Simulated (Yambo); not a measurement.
# LuBi2ClO4: sweep of GW parameters

G0W0@PBEsol for LuBi₂ClO₄ (space group P4/mmm, No. 123) in Yambo. Reference settings: 4×4×1 Γ-centred k mesh, bands 2 to 211 and a 7 Ry block in the screening, 211 bands in G with the Bruneval-Gonze terminator, plasmon pole fitted at 27.2 eV. The PBEsol gap M → Γ on this mesh is 1.06 eV; G0W0 gaps are taken between the same points.

```
change from the reference     G0W0 gap M → Γ (eV)  shift of the valence edge (eV)        rough Yambo cost
----------------------------  -------------------  ------------------------------  ----------------------
reference settings                           1.09                            0.06                       1
93 bands in W, 93 bands in G                 1.31                            0.12               about 1/3
93 bands in G                                1.16                            0.07                       –
142 bands in G                               1.10                            0.07                       –
110 bands in W                               1.19                            0.12               about 1/2
3 Ry block                                   1.08                            0.04  within a factor of two
pole fitted at 15 eV                         1.10                            0.11                       –
no random integration                        1.07                            0.10                       –
```

The reference isn't shown to be the converged limit. Costs are rough (shared machines), scaled to the same edge states, and given only for runs that recompute the screening.

Spin-orbit coupling is left out; with 6p states at a band edge it can lower the gap by many tenths of an eV, most of a small gap. The 4f states are in the valence at their DFT position.

The standard potential for Bi keeps a d shell in the valence without the s and p states of that shell. In tests on such compounds this moved G0W0 gaps by up to about 0.9 eV, so absolute quasiparticle energies here are unreliable; differences between settings are what counts.

Geometry relaxed with PBE+D3(BJ); primitive cell a = b = 3.841 Å, c = 8.843 Å, α = β = γ = 90.00°.

A shift is the quasiparticle energy of the state minus its PBEsol energy.
